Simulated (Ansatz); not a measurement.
Method: Ansatz, DFT PBE, scalar-relativistic, plane waves, PAW. Cutoff 420 eV, Γ-centred meshes of about 0.25 Å⁻¹ or finer for metals and 0.3 Å⁻¹ for insulators (2π included), Gaussian smearing. No spin polarisation.

Relaxed forms of Na₃AlO₃:

Cell 1.

```cif
data_structure
_symmetry_space_group_name_H-M 'P-1'
_symmetry_Int_Tables_number 2
_cell_length_a 5.5918
_cell_length_b 5.8381
_cell_length_c 6.6124
_cell_angle_alpha 78.729
_cell_angle_beta 87.317
_cell_angle_gamma 68.062
_cell_volume 196.29
loop_
_atom_site_label
_atom_site_type_symbol
_atom_site_symmetry_multiplicity
_atom_site_Wyckoff_symbol
_atom_site_fract_x
_atom_site_fract_y
_atom_site_fract_z
_atom_site_occupancy
Na1 Na 2 i 0.50958 0.23619 0.55352 1
Na2 Na 2 i 0.52893 0.75740 0.90968 1
Na3 Na 2 i 0.00555 0.29169 0.35658 1
Al1 Al 2 i 0.01051 0.85755 0.17840 1
O1 O 2 i 0.76888 0.97272 0.35220 1
O2 O 2 i 0.25784 0.56919 0.28239 1
O3 O 2 i 0.14564 0.09797 0.07100 1
```

Cell 2.

```cif
data_structure
_symmetry_space_group_name_H-M 'C2/m'
_symmetry_Int_Tables_number 12
_cell_length_a 5.8882
_cell_length_b 12.7882
_cell_length_c 5.5199
_cell_angle_alpha 90.000
_cell_angle_beta 104.860
_cell_angle_gamma 90.000
_cell_volume 401.75
loop_
_atom_site_label
_atom_site_type_symbol
_atom_site_symmetry_multiplicity
_atom_site_Wyckoff_symbol
_atom_site_fract_x
_atom_site_fract_y
_atom_site_fract_z
_atom_site_occupancy
Na1 Na 4 h 0.00000 0.24012 0.50000 1
Na2 Na 4 i 0.23337 0.00000 0.47072 1
Na3 Na 4 g 0.00000 0.33271 0.00000 1
Al1 Al 4 g 0.50000 0.40032 0.00000 1
O1 O 8 j 0.29337 0.33328 0.76618 1
O2 O 4 i 0.85742 0.00000 0.15170 1
```

Cell 3.

```cif
data_structure
_symmetry_space_group_name_H-M 'R3m:H'
_symmetry_Int_Tables_number 160
_cell_length_a 10.2072
_cell_length_b 10.2072
_cell_length_c 3.6252
_cell_angle_alpha 90.000
_cell_angle_beta 90.000
_cell_angle_gamma 120.000
_cell_volume 327.09
loop_
_atom_site_label
_atom_site_type_symbol
_atom_site_symmetry_multiplicity
_atom_site_Wyckoff_symbol
_atom_site_fract_x
_atom_site_fract_y
_atom_site_fract_z
_atom_site_occupancy
Na1 Na 9 b 0.64967 0.82483 0.40027 1
Al1 Al 3 a 0.00000 0.00000 0.92175 1
O1 O 9 b 0.80605 0.90302 0.89246 1
```

Q: How do gap and energy differ between these forms?

A: Gaps on the mesh: 2.52 eV for cell 2, 2.37 eV for cell 1, 2.03 eV for cell 3. Lowest in energy is cell 1; cell 2 lies 27 meV/atom higher and cell 3 lies 144 meV/atom higher. The widest gap doesn't belong to the lowest form. Counting O atoms around Al and Na (those within 1.25 times the shortest such distance or 1.15 times the sum of covalent radii; a plus sign parts nearer from farther groups; a slash parts the counts of unlike sites): cell 1 (P-1, 14.0 Å³/atom) has Na 3+1/4/5, Al 4; cell 2 (C2/m, 14.3 Å³/atom) has Na 4/4+2, Al 4; cell 3 (R3m, 15.6 Å³/atom) has Na 4, Al 3.

Gaps are read on each cell's k mesh and can be smaller between its points; Kohn–Sham gaps at this level usually fall short of measured ones. With atoms moved at random, cell 2 (by 27 meV/atom) fell into a lower structure and cell 1 came back. Cell 3 had no clear such test and can be a saddle point. Some structure types and database cells were kept out of the candidates from the start, so a known form may be missing.
